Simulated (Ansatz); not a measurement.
**Pb (P6_3/mmc): the size of the finite step**

```
Pb
1.0
     3.45753    0.00000    0.00000
    -1.72877    2.99431    0.00000
     0.00000    0.00000    5.77125
Pb
2
Direct
  0.33333 0.66667 0.25000
  0.66667 0.33333 0.75000
```

The conventional cell has a = 3.458 Å, b = 3.458 Å, c = 5.771 Å, α = 90.00°, β = 90.00°, γ = 120.00°. Pb (atom 1) is surrounded by 12 Pb at 3.46 to 3.51 Å.

Level of theory, where no other is named: PBEsol, PAW on Ansatz 0.2.0's default frozen-core files (fitted under PBE), scalar-relativistic. k mesh 16×16×10, strains of ±0.005, Fermi-Dirac smearing of 0.080 eV, cutoff 420 eV. The cell was relaxed by PAW under this functional. This phase needn't be the one found at ambient conditions.

(1) Elastic constants come from stresses at strains of ±0.005 (two-point stencil): C11 = 68.5, C12 = 44.1, C13 = 28.8, C33 = 84.1, C44 = 10.5 GPa. What does an amplitude of 0.0002 give?

Results:

(1) C11 = 69.2, C12 = 43.3, C13 = 28.8, C33 = 84.1, C44 = 10.5 GPa. A very small step divides the noise of the stresses by a small number. Steps under 0.001 aren't safe in general, since the basis can change from cell to cell and the noise grows as 1/δ.

Keep in mind: frozen-core PAW files fitted under PBE, their cores solved anew for the functional of the run; responses of metals move with mesh and smearing; no spin-orbit coupling on heavy atoms; elastic stability says nothing of phonons or of other phases.
